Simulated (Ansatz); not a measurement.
Data:

Starting cell, NaI (rock salt):

```yaml
crystal:
  lattice:
    - [0.00000, 6.52904, 6.52904]
    - [3.26452, 3.26452, 6.52904]
    - [3.26452, 3.26452, 0.00000]
  atoms:
    - { symbol: I, position: [0.00000, 0.00000, 0.00000] }
    - { symbol: I, position: [0.50000, 0.00000, 0.00000] }
    - { symbol: Na, position: [0.00000, 0.50000, 0.50000] }
    - { symbol: Na, position: [0.50000, 0.50000, 0.50000] }
```

A phonon eigenvector at X = (0.5, 0.5, 0.0) is frozen into this cell: atom i moves by Q times the vector below, so Q is the largest atomic displacement, in Å. The cell is held. It is one choice among 2 degenerate patterns. (q is in reciprocal vectors of the primitive cell; the cell shown is doubled to hold the pattern.)

| atom | x | y | z |
|---|---|---|---|
| I1 | 0.000 | -0.185 | 0.000 |
| I2 | 0.000 | 0.185 | 0.000 |
| Na3 | 0.000 | -1.000 | 0.000 |
| Na4 | 0.000 | 1.000 | 0.000 |

Calculation: PBE (plane waves to 420 eV, PAW, scalar-relativistic; Ansatz, a quantum-chemistry and plane-wave program). k mesh 9×9×9 (Γ-centred), Fermi-Dirac smearing 0.05 eV. The energy includes the smearing's −TS. NaI was relaxed with its symmetry unable to fall. Spin-orbit coupling is left out, though I is heavy. ΔE is measured from the undisplaced structure.

The scan covers Q from -0.180 to 0.180 Å in 13 points.

Question: Is this a single well or a double well?

Answer: A single well with its minimum at or next to zero displacement.

Question: Which space group does the distorted structure have?

Answer: Cmcm (No. 63), lowered from Fm-3m.

Question: What is the energy change at Q = 0.180 Å?

Answer: 40.6 meV/cell.

Question: What harmonic wavenumber does the curvature at Q = 0 give?

Answer: 107 cm⁻¹.

(For displaced atoms, the force is minus the slope of the energy, and its curvature is a force constant, which sets phonon frequencies.)
